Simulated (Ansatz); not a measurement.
TiNF:
```
CELL_PARAMETERS angstrom
      3.04903     0.00000     0.00000
      0.00000     3.92434     0.00000
      0.00000     0.00000     5.75011
ATOMIC_POSITIONS crystal
  Ti 0.50000 0.00000 0.85809
  Ti 0.00000 0.50000 0.14191
  N  0.50000 0.50000 0.91923
  N  0.00000 0.00000 0.08077
  F  0.00000 0.00000 0.62717
  F  0.50000 0.50000 0.37283
```

Relaxed with r²SCAN+D4.

Map the valence electron density (e/Å³), cut off at 3 on the plane through (0.500, 0.000, 0.858) spanned by u = [1, 0, 0] and v = [0, 0, 1] in lattice vectors, from r²SCAN+D4 (plane waves, PAW; program Ansatz).

x is the fraction of u, y of v (the angle between them is 90°; rows are the nearest grid lines); atoms in the plane: Ti at (0.00, 0.00), N at (0.50, 0.22), F at (0.50, 0.77).
```
|@@@@=.     .=@@@@|
|@@@@-.     .-@@@@|
|@@*-..:---:..-*@@|
|-::..-+%@%+-..::-|
|   .:+@@@@@+:.   |
|   .:#@@@@@#:.   |
|    :+@@@@@+:    |
|    .-*@@@*-.    |
|     .:===:.     |
|       ...       |
|                 |
|                 |
|                 |
|                 |
|      .....      |
|     .:---:.     |
|    .:=*#*=:.    |
|   .:=#@@@#=:.   |
|   .-*@@@@@*-.   |
| ...:+%@@@%+:... |
|-::::-+###+-::::-|
|@@*-::--=--::-*@@|
|@@@@-.......-@@@@|
|@@@@=.     .=@@@@|
```
Scale: ten equal steps from 0.011 (start of ' ') to 3.00 (end of '@'), in the order ' .:-=+*#%@'; x runs from 0.000 to 1.00, y from 0.000 (bottom) to 1.00 (top).

The density is the valence pseudo-density with augmentation charge, so density and ELF within about 1 Å of a nucleus are not all-electron values.

Space group Pmmn. The first step of the workflow began from a Materials Project structure, measured or hypothetical; the Crystallography Open Database copy checked does not list it. Whether it is the stable phase at ambient conditions was not checked. The r²SCAN+D4 relaxation kept the symmetry of its start; its stability against distortions is not shown here. The run is not spin-polarised.

Potentials: the later of the program's two PAW sets.
